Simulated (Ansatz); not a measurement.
Trial structure of TbYAl4, not yet relaxed:

Space group F-43m (No. 216). a = 7.563 Å, b = 7.563 Å, c = 7.563 Å, α = 90.00°, β = 90.00°, γ = 90.00°
```json
{"atom": "Tb", "site": "4a", "symmetry": "-43m", "x": "0.0000", "y": "0.0000", "z": "0.0000"}
{"atom": "Y", "site": "4d", "symmetry": "-43m", "x": "0.2500", "y": "0.2500", "z": "0.7500"}
{"atom": "Al", "site": "16e", "symmetry": ".3m", "x": "0.0941", "y": "0.4059", "z": "0.0941"}
```

Method: DFT PBE, scalar-relativistic, plane waves, PAW, and for the lanthanide a 4f-in-core norm-conserving potential, in Ansatz 0.2.0. Settings: cutoff 690 eV, Γ-centred mesh 4×4×4 on the computed 6-atom cell, Gaussian smearing of 0.10 eV; no spin polarisation.

The zero of energy is the elements' standard structures at the same level; no fitted shifts are applied.

Question: How far from equilibrium is it?

Answer: The pressure is 43.7 GPa (it wants to expand), the largest force is 16.96 eV/Å, and the energy is +1.23 eV/atom against the elements. The shortest distance is 2.01 Å, so close that the PAW spheres overlap strongly and these values are rough.

Question: How much does it gain on relaxing, and where does it end?

Answer: Relaxing gains about 1.8 eV/atom (the start's value is from the coarse mesh, so the gain is rough) in 11 ionic steps and ends at −0.52 eV/atom on the finer mesh. The symmetry stays F-43m (No. 216). The volume per atom grows by 13.1 %, from 18.0 to 20.4 Å³. The shortest distance goes from 2.01 Å (Al–Al) to 2.79 Å (Al–Al). Conventional cell: a = 7.880 Å. Tb is surrounded by 12 Al at 3.27 Å and 4 Y at 3.41 Å; Y is surrounded by 12 Al at 3.27 Å and 4 Tb at 3.41 Å; around Al lie 6 Al at 2.79 Å, 3 Tb at 3.27 Å and 3 Y at 3.27 Å.

The last run used an 8×8×8 mesh for its 6-atom cell and Gaussian smearing of 0.10 eV. The relaxation can't lower the symmetry of the start. A structure relaxed within its symmetry needn't be a true minimum.

The lanthanide is trivalent by construction, without f bands, f moments or other valences. The reference runs of the other elements, and any phases without the lanthanide, used 420 eV, which shifts energies against them by under 10 meV/atom. The lanthanide's reference is the lowest of its hcp, dhcp and fcc cells.
